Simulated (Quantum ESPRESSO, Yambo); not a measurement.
**LaCN2Cl: DFT and GW levels**

```xyz
10
Lattice="5.3636 0.0000 0.0000 0.0000 4.0385 0.0000 -1.3697 0.0000 7.5058" Properties=species:S:1:pos:R:3 pbc="T T T"
C      1.3701     1.0096     2.6890
C      2.6239     3.0288     4.8169
N      1.4107     3.0288     4.9596
N      2.5832     1.0096     2.5462
N      3.8589     3.0288     4.6420
N      0.1350     1.0096     2.8638
Cl     2.6849     1.0096     7.1906
Cl     1.3090     3.0288     0.3152
La    -0.0574     1.0096     5.5237
La     4.0513     3.0288     1.9821
```

The geometry is that of Materials Project entry mp-567373, symmetrised and not relaxed again.

Starting point: PBEsol (pw.x of Quantum ESPRESSO, ONCV potentials, scalar-relativistic). G0W0 in Yambo: 2×4×2 Γ-centred k mesh, 179 bands and a 6 Ry block in the screening, 179 bands in G with the Bruneval-Gonze terminator, plasmon pole fitted at 27.2 eV.

- PBEsol gap along the band path = 3.20 eV
- PBEsol gap between the mesh's edge points ((-0.5, 0, 0) → Γ) = 3.21 eV
- G0W0 gap between the same points = 5.71 eV
- PBEsol smallest direct gap on the mesh (at (-0.5, 0, 0)) = 3.42 eV
- G0W0 direct gap at that point = 6.80 eV
- smallest G0W0 gap among all computed states (the edges move to other k points) = 5.66 eV

| k point | band | E PBEsol (eV) | E QP (eV) | shift (eV) | Z |
|---|---|---|---|---|---|
| Γ | VB | -0.37 | -0.78 | -0.41 | 0.80 |
| Γ | CB | 3.21 | 5.31 | 2.10 | 0.80 |
| (0, 0, -0.5) | VB | -0.42 | -0.87 | -0.45 | 0.80 |
| (0, 0, -0.5) | CB | 3.31 | 5.70 | 2.39 | 0.80 |
| (0, -0.5, -0.5) | VB | -0.45 | -0.91 | -0.46 | 0.80 |
| (0, -0.5, -0.5) | CB | 3.45 | 6.81 | 3.36 | 0.77 |
| (-0.5, 0, 0) | VB | 0.00 | -0.40 | -0.40 | 0.80 |
| (-0.5, 0, 0) | CB | 3.42 | 6.40 | 2.98 | 0.78 |
| (-0.5, 0, -0.5) | VB | -0.01 | -0.35 | -0.34 | 0.80 |
| (-0.5, 0, -0.5) | CB | 3.49 | 6.19 | 2.70 | 0.79 |
| (-0.5, -0.5, 0) | VB | -0.30 | -0.76 | -0.45 | 0.80 |
| (-0.5, -0.5, 0) | CB | 3.50 | 7.01 | 3.51 | 0.77 |
| (-0.5, -0.5, -0.5) | VB | -0.35 | -0.78 | -0.43 | 0.80 |
| (-0.5, -0.5, -0.5) | CB | 3.53 | 7.08 | 3.54 | 0.77 |

Energies count from the PBEsol valence-band maximum.

Convergence of the G0W0 settings was not tested.

The 4f states are in the valence at their DFT position.
